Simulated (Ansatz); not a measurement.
**Cu: from a starting cell to a relaxed one**

The start is a generated trial cell of Cu in the beta-W structure type. Cell shape, volume and atoms are optimised at zero target pressure with PBE (plane waves to 420 eV, PAW, scalar-relativistic; Ansatz, a quantum-chemistry and plane-wave program). The first steps use a coarse 7×7×7 k-mesh.

Initial structure:
```
Cu
1.0
    4.57844     0.00000     0.00000
    0.00000     4.57844     0.00000
    0.00000     0.00000     4.57844
Cu
8
Direct
  0.25000   0.00000   0.50000
  0.75000   0.00000   0.50000
  0.00000   0.50000   0.25000
  0.00000   0.50000   0.75000
  0.50000   0.25000   0.00000
  0.50000   0.75000   0.00000
  0.00000   0.00000   0.00000
  0.50000   0.50000   0.50000
```

**Question.** What pressure does the first self-consistent step give?

**Answer.** +3.2 GPa (positive: the cell is compressed).

**Question.** How much energy is released per atom?

**Answer.** Under 0.01 eV/atom.

**Question.** How does the volume change?

**Answer.** +2.3 %, from 12.00 to 12.27 Å³/atom.

**Question.** What band gap does the relaxed structure have at this level?

**Answer.** Zero (metallic).

**Question.** What does it relax into? Give the structure.

**Answer.** 
Space group Pm-3n (No. 223); a = 4.6130 Å, b = 4.6130 Å, c = 4.6130 Å, α = 90.00°, β = 90.00°, γ = 90.00°

| atom | site | symmetry | x | y | z |
|---|---|---|---|---|---|
| Cu | 6c | -4m.2 | 0.0000 | 0.5000 | 0.2500 |
| Cu | 2a | m-3. | 0.0000 | 0.0000 | 0.0000 |

The space group stays Pm-3n (No. 223) (the run could not lower it), with 8 atoms in the primitive cell. Final values are on a 10×10×10 k-mesh of the relaxed cell. No spin polarisation in the result.

The run could not lose the symmetry of its start, so the end can be a saddle point.

All atoms sit on sites fixed by symmetry, so only the cell could relax.

The relaxed structure here is a generated cell of Cu: the first start was made by placing the elements on the sites of a structure type, and the end was not matched to a known phase here, so it may be hypothetical. Known forms of Cu include space group No. 225.
